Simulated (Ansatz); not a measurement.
## Phonon dispersion of CaMg at 0.98 times its equilibrium volume

Level of theory: DFT PBEsol, scalar-relativistic, plane waves, PAW (Ansatz 0.2.0). Cutoff 420 eV, 10×10×10 k-points (Γ-centred), Fermi-Dirac smearing of 0.15 eV. No spin polarisation. Phonons by linear response, acoustic sum rule imposed.

The cell, relaxed in shape and atoms at 0.98 times its equilibrium volume:
```yaml
crystal:
  lattice:
    - [3.90136, 0.00000, 0.00000]
    - [0.00000, 3.90136, 0.00000]
    - [0.00000, 0.00000, 3.90136]
  atoms:
    - { symbol: Ca, position: [0.00000, 0.00000, 0.00000] }
    - { symbol: Mg, position: [0.50000, 0.50000, 0.50000] }
```

In a metal, frequencies and elastic constants depend on the k mesh and the smearing, soft modes and shear constants most. The q mesh is coarse, so values between its points are rough.

Force constants from linear response on a 2×2×2 q mesh.

Question: Is the structure dynamically stable on the q mesh?

Answer: Yes, on this mesh: no mode is imaginary.

Question: Give the frequencies (cm⁻¹) at the points of high symmetry.

Answer:
```tsv
point	q	frequencies
X	0.000 0.500 0.000	130 130 138 147 173 173
M	0.500 0.500 0.000	54 54 119 183 198 198
R	0.500 0.500 0.500	140 140 140 166 166 166
```

Whether CaMg exists in this form wasn't checked.

Cost: 1 run of about 1.9 core-minutes, on Intel Xeon Platinum 8275CL (Skylake/Cascade Lake) (shared hosts).